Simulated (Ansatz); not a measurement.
TaSi₂:
```yaml
crystal:
  lattice:
    - [4.78142, 0.00000, 0.00000]
    - [-2.39071, 4.14083, 0.00000]
    - [0.00000, 0.00000, 6.55525]
  atoms:
    - { symbol: Ta, position: [0.00000, 0.50000, 0.33333] }
    - { symbol: Ta, position: [0.50000, 0.00000, 0.00000] }
    - { symbol: Ta, position: [0.50000, 0.50000, 0.66667] }
    - { symbol: Si, position: [0.84182, 0.68364, 0.00000] }
    - { symbol: Si, position: [0.15818, 0.84182, 0.66667] }
    - { symbol: Si, position: [0.31636, 0.15818, 0.33333] }
    - { symbol: Si, position: [0.15818, 0.31636, 0.00000] }
    - { symbol: Si, position: [0.84182, 0.15818, 0.66667] }
    - { symbol: Si, position: [0.68364, 0.84182, 0.33333] }
```

Relaxed with r²SCAN. Special points in fractions of this cell's reciprocal vectors: Γ (0.000, 0.000, 0.000); M (0.500, 0.000, 0.000); K (0.333, 0.333, 0.000); A (0.000, 0.000, 0.500); L (0.500, 0.000, 0.500); H (0.333, 0.333, 0.500).

Question: List the band energies nearest the Fermi level at these points for the program Ansatz at the r²SCAN with spin–orbit coupling level (PAW).

Answer: In eV from the Fermi level; about four levels below and three above (degenerate sets whole), none deeper than 8.9 eV; points with the same levels are listed once.

```csv
k,below,above
Γ,-2.33 -2.33 -1.69 -1.69,0.84 0.84 3.14 3.14
M,-0.16 -0.16 -0.09 -0.09,0.91 0.91 1.21 1.21
K,-1.86 -1.86 -1.83 -1.78,0.21 0.31 0.31
A,-2.19 -2.19 -1.91 -1.91,1.21 1.21 1.27 1.27
L,-0.76 -0.76 -0.34 -0.34,1.63 1.63 2.07 2.07
H,-0.31 -0.29 -0.02 -0.02,1.04 1.04 1.66 1.66
```

Space group P6_422. The first step of the workflow began from a Materials Project structure, measured or hypothetical; the Crystallography Open Database files this formula in space group No. 181, but the cells were not matched. Its standing as an ambient phase is unchecked. The r²SCAN relaxation kept the symmetry of its start; whether a distortion lowers the energy is not shown. No spin polarisation was allowed.

Potentials: the earlier of the program's two PAW sets.
